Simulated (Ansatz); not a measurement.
Here is the system:

CrSBr:
```yaml
crystal:
  lattice:
    - [3.52650, 0.00000, 0.00000]
    - [0.00000, 4.74135, 0.00000]
    - [0.00000, 0.00000, 8.05591]
  atoms:
    - { symbol: Cr, position: [0.50000, 0.00000, 0.87435] }
    - { symbol: Cr, position: [0.00000, 0.50000, 0.12565] }
    - { symbol: S, position: [0.50000, 0.50000, 0.92571] }
    - { symbol: S, position: [0.00000, 0.00000, 0.07429] }
    - { symbol: Br, position: [0.00000, 0.00000, 0.65337] }
    - { symbol: Br, position: [0.50000, 0.50000, 0.34663] }
```
The run is spin-polarised.

This is the r²SCAN+D4-relaxed structure.

All from r²SCAN+D4 in the plane-wave PAW code Ansatz, unless another level is named. Predict the magnetic order.

ferromagnetic.

Give the Bader charges.

Cr +1.43, S -0.91, Br -0.52 e.

Space group Pmmn. The first step of the workflow began from a Materials Project structure, measured or hypothetical; the Crystallography Open Database copy checked does not list it. Its standing as an ambient phase is unchecked. The cell was relaxed with r²SCAN+D4 under the symmetry of its start; whether a distortion lowers the energy is not shown. The final state is ferromagnetic, chosen from 5 collinear starts compared on coarse meshes (ties went to the first, and starts can fall back to one state), not a proven ground state. Other orbital occupations within this spin state were not tried. No Hubbard U is applied.

Potentials: the later of the program's two PAW sets.
